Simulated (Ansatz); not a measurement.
The following input was run with Ansatz 0.2.0.

```yaml
crystal:
  lattice:
    - [-1.573415, 1.573415, 1.573415]
    - [1.573415, -1.573415, 1.573415]
    - [1.573415, 1.573415, -1.573415]
  atoms:
    - { symbol: Mo, position: [0.0, 0.0, 0.0] }
basis:
  ecutwfc: 500
kpoints:
  mp_grid: { grid: [18, 18, 18] }
hamiltonian:
  xc: r2scan
scf:
  occupations: { method: gaussian, width: 0.1 }
output:
  forces: true
  stress: true
  eigenvalues: true
relax:
  adjacent_minimum: "off"
  f_tol: 0.005
  max_steps: 80
  cell: { stress_tol: 0.05 }
```

Run as
```bash
ansatz run input.yaml --threads 1 --pin off --max-ram 2560MiB --backend cpu --events-out ev --progress --plain --runs-dir out
```

All numbers below come from DFT r2SCAN, scalar-relativistic, plane waves, PAW (Ansatz 0.2.0).

Abridged output (iterations and final results):

```
SCF iter   1: F=—  HF=-4967.596094 eV  |F-HF|=—  |Δ(HF+E_count)|=         —  Δρ=9.47e-3  dr2=1.09e-2  dr2_τ=1.99e-2  ethr=1.77e-3  ⟨swp⟩=5.1  Hψ=13114  notcnv=0
SCF iter   2: F=—  HF=-4967.595618 eV  |F-HF|=—  |Δ(HF+E_count)|=   4.76e-4  Δρ=3.11e-3  dr2=2.85e-4  dr2_τ=4.42e-4  ethr=7.75e-5  ⟨swp⟩=2.7  Hψ=5242  notcnv=0
SCF iter   3: F=—  HF=-4967.595857 eV  |F-HF|=—  |Δ(HF+E_count)|=   2.40e-4  Δρ=1.40e-3  dr2=5.59e-5  dr2_τ=1.44e-5  ethr=2.03e-6  ⟨swp⟩=1.1  Hψ=2191  notcnv=0
SCF iter   4: F=—  HF=-4967.595920 eV  |F-HF|=—  |Δ(HF+E_count)|=   6.26e-5  Δρ=5.85e-5  dr2=1.99e-7  dr2_τ=4.52e-8  ethr=3.99e-7  ⟨swp⟩=3.0  Hψ=3583  notcnv=0
SCF iter   5: F=-4967.595920 eV  HF=-4967.595920 eV  |F-HF|=1.46e-9  |Δ(HF+E_count)|=   4.68e-8  Δρ=7.49e-6  dr2=5.47e-9  dr2_τ=2.08e-9  ethr=1.42e-9  ⟨swp⟩=2.1  Hψ=3239  notcnv=0
SCF iter   6: F=-4967.595920 eV  HF=-4967.595920 eV  |F-HF|=8.19e-12  |Δ(HF+E_count)|=  3.83e-10  Δρ=9.67e-7  dr2=7.47e-11  dr2_τ=9.03e-12  ethr=3.90e-11  ⟨swp⟩=2.0  Hψ=6736  notcnv=0
SCF 1 converged in 6 iterations: F = -4967.595920 eV  dr2 = 7.47e-11
relax step   1: F+E_penalty+E_count = -4967.59592008 eV  Δ(F+E_penalty+E_count) = +0.000e0 eV  max|allowed force component| = 0.000e0 eV/Å  Δτ_max = 0.0000 Å  P = +0.935 GPa  Ω = 15.581 Å³  (6 SCF iters, dr2 threshold 1.00e-7 eV, accepted)
Crystal: 1 atom, lattice volume = 15.741 Å³
Initial density: handed on by an earlier stage of this run
Initial wavefunctions: those handed on with the density
SCF iter   1: F=—  HF=-4967.592772 eV  |F-HF|=—  |Δ(HF+E_count)|=         —  Δρ=4.33e-4  dr2=1.06e-5  dr2_τ=1.90e-3  ethr=6.80e-8  ⟨swp⟩=3.2  Hψ=16822  notcnv=0
SCF iter   2: F=—  HF=-4967.595376 eV  |F-HF|=—  |Δ(HF+E_count)|=   2.60e-3  Δρ=3.94e-4  dr2=8.60e-6  dr2_τ=2.53e-6  ethr=6.80e-8  ⟨swp⟩=2.6  Hψ=3727  notcnv=0
SCF iter   3: F=—  HF=-4967.595386 eV  |F-HF|=—  |Δ(HF+E_count)|=   9.34e-6  Δρ=1.55e-4  dr2=1.34e-6  dr2_τ=5.18e-7  ethr=6.15e-8  ⟨swp⟩=2.9  Hψ=3466  notcnv=0
SCF iter   4: F=—  HF=-4967.595388 eV  |F-HF|=—  |Δ(HF+E_count)|=   2.46e-6  Δρ=2.74e-5  dr2=1.03e-7  dr2_τ=2.28e-8  ethr=9.54e-9  ⟨swp⟩=2.0  Hψ=3319  notcnv=0
SCF iter   5: F=-4967.595388 eV  HF=-4967.595388 eV  |F-HF|=1.72e-9  |Δ(HF+E_count)|=   1.15e-8  Δρ=1.49e-5  dr2=2.02e-8  dr2_τ=2.61e-9  ethr=7.14e-10  ⟨swp⟩=4.9  Hψ=8620  notcnv=0
SCF 2 converged in 5 iterations: F = -4967.595388 eV  dr2 = 2.02e-8
relax step   2: F+E_penalty+E_count = -4967.59538823 eV  Δ(F+E_penalty+E_count) = +5.319e-4 eV  max|allowed force component| = 0.000e0 eV/Å  Δτ_max = 0.0000 Å  P = -1.817 GPa  Ω = 15.741 Å³  energy of the carried Pulay correction = -7.811e-5 eV  (5 SCF iters, dr2 threshold 1.00e-7 eV, rejected (line search))
Crystal: 1 atom, lattice volume = 15.635 Å³
SCF iter   1: F=—  HF=-4967.594934 eV  |F-HF|=—  |Δ(HF+E_count)|=         —  Δρ=2.89e-4  dr2=4.18e-6  dr2_τ=8.30e-4  ethr=2.79e-8  ⟨swp⟩=3.2  Hψ=16489  notcnv=0
SCF iter   2: F=—  HF=-4967.596044 eV  |F-HF|=—  |Δ(HF+E_count)|=   1.11e-3  Δρ=2.56e-4  dr2=3.42e-6  dr2_τ=9.73e-7  ethr=2.79e-8  ⟨swp⟩=2.7  Hψ=3775  notcnv=0
SCF iter   3: F=—  HF=-4967.596048 eV  |F-HF|=—  |Δ(HF+E_count)|=   4.12e-6  Δρ=8.74e-5  dr2=4.93e-7  dr2_τ=1.69e-7  ethr=2.44e-8  ⟨swp⟩=3.0  Hψ=3554  notcnv=0
SCF iter   4: F=—  HF=-4967.596050 eV  |F-HF|=—  |Δ(HF+E_count)|=   1.45e-6  Δρ=1.87e-5  dr2=2.71e-8  dr2_τ=8.25e-9  ethr=3.52e-9  ⟨swp⟩=2.0  Hψ=3324  notcnv=0
SCF iter   5: F=—  HF=-4967.596050 eV  |F-HF|=—  |Δ(HF+E_count)|=   3.37e-8  Δρ=5.39e-6  dr2=2.16e-9  dr2_τ=4.22e-10  ethr=1.94e-10  ⟨swp⟩=3.0  Hψ=3556  notcnv=0
SCF iter   6: F=—  HF=-4967.596050 eV  |F-HF|=—  |Δ(HF+E_count)|=   1.67e-9  Δρ=9.47e-7  dr2=4.54e-11  dr2_τ=1.02e-11  ethr=1.54e-11  ⟨swp⟩=3.0  Hψ=3557  notcnv=0
SCF iter   7: F=-4967.596050 eV  HF=-4967.596050 eV  |F-HF|=9.09e-13  |Δ(HF+E_count)|=  7.37e-11  Δρ=2.70e-7  dr2=4.32e-12  dr2_τ=9.05e-13  ethr=1.00e-12  ⟨swp⟩=5.6  Hψ=8315  notcnv=0
the search or the solves at the SCF's close seem to have found levels that the self-consistency loop had missed (the run counts 1). By its estimate they hold under 1e-12 electrons; where the run keeps them, the occupations were computed again with them
SCF 3 converged in 7 iterations: F = -4967.596050 eV  dr2 = 4.32e-12
relax step   3: F+E_penalty+E_count = -4967.59604956 eV  Δ(F+E_penalty+E_count) = -1.295e-4 eV  max|allowed force component| = 0.000e0 eV/Å  Δτ_max = 0.0000 Å  P = -0.010 GPa  Ω = 15.635 Å³  energy of the carried Pulay correction = -2.645e-5 eV  (7 SCF iters, accepted)
Initial wavefunctions: pseudopotential atomic-orbital guess (no wavefunctions were taken with the density)
SCF iter   1: F=—  HF=-4967.596078 eV  |F-HF|=—  |Δ(HF+E_count)|=         —  Δρ=1.08e-5  dr2=2.01e-9  dr2_τ=2.09e-8  ethr=1.71e-8  ⟨swp⟩=3.3  Hψ=19679  notcnv=0
SCF iter   2: F=—  HF=-4967.596076 eV  |F-HF|=—  |Δ(HF+E_count)|=   1.99e-6  Δρ=5.19e-6  dr2=4.58e-10  dr2_τ=6.52e-10  ethr=1.44e-11  ⟨swp⟩=2.1  Hψ=3508  notcnv=0
SCF iter   3: F=—  HF=-4967.596076 eV  |F-HF|=—  |Δ(HF+E_count)|=  5.68e-10  Δρ=8.09e-7  dr2=5.84e-11  dr2_τ=2.05e-11  ethr=3.27e-12  ⟨swp⟩=3.0  Hψ=3606  notcnv=0
SCF iter   4: F=-4967.596076 eV  HF=-4967.596076 eV  |F-HF|=1.82e-12  |Δ(HF+E_count)|=  1.00e-11  Δρ=2.02e-7  dr2=2.63e-12  dr2_τ=6.01e-13  ethr=1.00e-12  ⟨swp⟩=5.3  Hψ=8442  notcnv=0
SCF 4 converged in 4 iterations: F = -4967.596076 eV  dr2 = 2.63e-12
SCF converged after 4 iterations
Free energy (F): -4967.596076 eV
Harris-Foulkes:  -4967.596076 eV  (|F-HF|=1.82e-12)
Internal energy: -4967.593229 eV  (E = F + TS)
E sigma→0 (E₀):  -4967.594653 eV
Entropy (-TS):   -0.002847 eV (-2.847 meV/atom)
Fermi energy:    21.059298 eV
--- Per-component energies (eV) ---
  E_band       = -67.662185
  E_kinetic    = 439.899749
  E_local      = -781.325056  (includes V_loc(G=0)·N_el)
  E_nonlocal   = 142.164377
  E_hartree    = 257.699365
  E_xc         = -178.572150
  E_vxc        = -256.371113  (∫ρ·V_xc dr)
  E_paw        = -3217.146103  (= ΣΔE_a)
  E_vpaw       = -144.416097  (= ΣTr[D̂ρ^β])
  E_aug_tail   = 0.000003  (compensation charges beyond the density's cutoff)
  E_vtau       = 16.987175  (kinetic-family band-sum trace: ∫τ·v_τ [+ j·A + Jᵃ·Aᵃ] dr)
  E_ewald      = -1630.092212
  E_core_change = -0.221204  (= ΣΔE_core)
  E_smearing   = -0.002847  (= −TS)
--- Forces (eV/Å), atoms counted from 1 ---
  atom   1  Mo     0.00000000     0.00000000     0.00000000
--- Stress (GPa, compression-positive) ---
       -0.008903       0.000000       0.000000
        0.000000      -0.008903       0.000000
        0.000000       0.000000      -0.008903
  P = ⅓ Tr σ = -0.0089 GPa (-0.089 kbar)
--- Band table (eV; the first three rows and the last of 195) ---
  k-point 0: bands = ["-42.2032", "-14.6613", "-14.6613", "-14.6613", "13.4036", "19.6262", "19.6262", "19.6262", "22.9536", "22.9536", "36.3631"]
  k-point 1: bands = ["-42.1946", "-14.7097", "-14.6761", "-14.6616", "13.5475", "19.5441", "19.6123", "19.7600", "22.8295", "22.9546", "36.4700"]
  k-point 2: bands = ["-42.1699", "-14.8479", "-14.7186", "-14.6627", "13.9584", "19.3162", "19.5533", "20.1560", "22.5540", "22.9632", "36.7258"]
  k-point 194: bands = ["-41.7105", "-15.6875", "-15.6875", "-15.6875", "15.4155", "15.4155", "25.1748", "25.1748", "25.1748", "30.5115", "30.5115"]
--- Relaxed structure (3 steps of the walk, 2 accepted, 1 SCFs on fresh bases) ---
  F+E_penalty+E_count = -4967.59607600 eV   max|allowed force component| = 0.000e0 eV/Å   (the final SCF, on the basis selected at the relaxed cell)
  cell:  # Å, volume = 15.6350 Å³
    - [-1.57523598, 1.57523598, 1.57523598]
    - [1.57523598, -1.57523598, 1.57523598]
    - [1.57523598, 1.57523598, -1.57523598]
  atoms:
    - { symbol: Mo, position: [0.0, 0.0, 0.0] }
```

The relaxation met its thresholds.

It took 30 s on 1 thread of Intel(R) Xeon(R) Platinum 8259CL CPU @ 2.50GHz (Skylake/Cascade Lake) (shared host), peak memory 0.43 GiB.